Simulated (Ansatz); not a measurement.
Al₂O₃:
```xyz
10
Lattice="2.4009 1.3862 4.4684 -2.4009 1.3862 4.4684 0.0000 -2.7724 4.4684" Properties=species:S:1:pos:R:3 pbc="T T T"
Al     0.0000     0.0000     0.0000
Al     0.0000     0.0000     6.7027
Al     0.0000     0.0000     4.1120
Al     0.0000     0.0000     9.2933
O     -1.4715    -0.0495     7.9336
O      1.4715     0.0495     5.4718
O      0.6929     1.2992     7.9336
O     -0.6929    -1.2992     5.4718
O      0.7787    -1.2496     7.9336
O     -0.7787     1.2496     5.4718
```

Relaxed with r²SCAN.

Question: Map the electron localisation function on the plane through (0.000, 0.000, 0.000) spanned by u = [1, -1, 0] and v = [1, 1, 1] in lattice vectors, from plane-wave PAW r²SCAN (Ansatz code).

Answer: x is the fraction of u, y of v (the angle between them is 90°; rows are the nearest grid lines); atoms in the plane: Al at (0.00, 0.00), Al at (0.00, 0.50), Al at (0.00, 0.31), Al at (0.00, 0.69), O at (0.69, 0.59), O at (0.31, 0.41).
```
|    .-==+=-...-=+==-.    |
|   ..     .=%@@%#%@@@%-  |
|          :*%@%+-*@@@#-. |
|           :+%@@@@@%*-   |
|     .:-++=:    .        |
|  :+%@@@@@@@%*:          |
|  -%@@@#==#@@#-          |
|   .#%@@@@@@#=.          |
|       ......-+#%%%%%*:  |
|....       -#@@#--*@@%=..|
|.....      -#@@%*+%@@%=..|
|            .-*#%%%%#=   |
|   =#%%%%#*-.            |
|..=%@@%+*%@@#-      .....|
|..=%@@*--#@@#-       ....|
|  :*%%%%%#+-......       |
|          .=#@@@@@@%#.   |
|          -#@@#==#@@@%-  |
|          :*%@@@@@@@%+:  |
|        .    :=++-:.     |
|   -*%@@@@@%+:           |
| .-#@@@*-+%@%*:          |
|  -%@@@%#%@@%=.     ..   |
|    .-==+=-...-=+==-.    |
```
Scale: ten equal steps from 0.004 (start of ' ') to 0.854 (end of '@'), in the order ' .:-=+*#%@'; x runs from 0.000 to 1.00, y from 0.000 (bottom) to 1.00 (top).

The density is the valence pseudo-density with augmentation charge, so density and ELF within about 1 Å of a nucleus are not all-electron values.

Space group R-3. The workflow started from a Materials Project entry (that database holds measured and hypothetical structures alike); the Crystallography Open Database copy checked does not list it. It is not the phase usual at ambient conditions (space group No. 167). The r²SCAN relaxation kept the symmetry of its start; its stability against distortions is not shown here.

Potentials: the later of the program's two PAW sets.
